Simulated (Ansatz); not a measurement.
TiO$_{2}$ (anatase)

Space group I4₁/amd, origin choice 1 (No. 141); a = b = 3.7988 Å, c = 9.7008 Å, α = β = γ = 90.00°

```csv
atom,site,symmetry,x,y,z
Ti,4b,-4m2,0.0000,0.0000,0.5000
O,8e,2mm.,0.0000,0.0000,0.2935
```
(The calculation used a cell of 6 atoms; values per cell refer to that cell.)

The relaxed cell is deformed in two ways at once: its volume V is scaled, and at that volume it is stretched along z (the c axis of the conventional cell) so that c/a changes. Fractional atomic positions are held.

Computed with PBE (plane waves to 420 eV, PAW, scalar-relativistic; Ansatz, a quantum-chemistry and plane-wave program). k mesh 12×12×12 (Γ-centred), Fermi-Dirac smearing 0.05 eV. Stress and pressure are positive under compression. As the atoms are clamped, bonds stretch with the cell, which overstates energies and stresses. TiO2 is run without spin polarisation. TiO2 was relaxed with its symmetry unable to fall.

Changes of σxx (GPa) from the point V/V₀ = 1.000, (c/a)/(c/a)₀ = 1.000 when one coordinate moves alone (two changes are said to add if the coupling is within 5 % of the smaller one, nearly so within 20 %):

| point | change |
|---|---|
| V/V₀ = 1.000, (c/a)/(c/a)₀ = 0.920 | -4.30 |
| V/V₀ = 1.000, (c/a)/(c/a)₀ = 0.947 | -3.05 |
| V/V₀ = 1.000, (c/a)/(c/a)₀ = 0.973 | -1.62 |
| V/V₀ = 0.960, (c/a)/(c/a)₀ = 1.000 | 9.02 |
| V/V₀ = 0.973, (c/a)/(c/a)₀ = 1.000 | 5.80 |
| V/V₀ = 0.987, (c/a)/(c/a)₀ = 1.000 | 2.80 |
| V/V₀ = 1.013, (c/a)/(c/a)₀ = 1.000 | -2.61 |
| V/V₀ = 1.027, (c/a)/(c/a)₀ = 1.000 | -5.04 |
| V/V₀ = 1.040, (c/a)/(c/a)₀ = 1.000 | -7.30 |
| V/V₀ = 1.000, (c/a)/(c/a)₀ = 1.027 | 1.82 |
| V/V₀ = 1.000, (c/a)/(c/a)₀ = 1.053 | 3.84 |
| V/V₀ = 1.000, (c/a)/(c/a)₀ = 1.080 | 6.03 |

**Question.** Do the two effects add at V/V₀ = 1.013, (c/a)/(c/a)₀ = 0.973? Give the computed change.

**Answer.** The sum of the single changes is -2.61 + (-1.62) = -4.23; the calculation gives -4.10, so the coupling contributes 0.13 (under 20 % of the smaller single change, nearly additive).

**Question.** What is the change at V/V₀ = 0.973, (c/a)/(c/a)₀ = 1.027, where both move, and how far is it from the sum?

**Answer.** The sum of the single changes is 5.80 + (1.82) = 7.62; the calculation gives 7.91, so the coupling contributes 0.29 (under 20 % of the smaller single change, nearly additive).

**Question.** Do the two effects add at V/V₀ = 1.027, (c/a)/(c/a)₀ = 1.080? Give the computed change.

**Answer.** The sum of the single changes is -5.04 + (6.03) = 0.99; the calculation gives 0.21, so the coupling contributes -0.78 (under 20 % of the smaller single change, nearly additive).

(A scan under strain: stresses follow from slopes of the energy per volume, elastic moduli from its curvatures.)
